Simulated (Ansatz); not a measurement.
ScB2 (MoSi2 or CaC2 type, space group No. 139) under volume change, plane-wave PAW PBEsol (Ansatz code), shape and atoms relaxed at each volume.

```
V (Å³/atom)  E − E(relaxed) (meV/atom)  P (GPa)
-----------  -------------------------  -------
9.176                             44.3    16.84
9.479                             18.7    10.42
9.781                              4.4     4.81
10.084                             0.0     0.00
10.386                             4.1    -4.22
10.689                            15.5    -7.80
10.991                            33.2   -10.91
```

Problem. What does a third-order Birch–Murnaghan fit give for V₀, B₀ and B′?

Solution. V₀ = 10.08 Å³/atom, B₀ = 149 GPa, B′ = 3.8.

Space group I4/mmm (MoSi2 or CaC2 type). The cell is a constructed one: a structure type filled with these elements; neither database checked (COD, Materials Project) lists it. COD files the formula under space group No. 191. Its standing as an ambient phase is unchecked. Symmetry was held in the PBEsol relaxation. At this level the phase is dynamically unstable (imaginary phonons). The run is not spin-polarised.

Potentials: the earlier of the program's two PAW sets. The files were generated under PBE; for other functionals the program regenerates the frozen cores, and for LDA and PBEsol the local potential too.
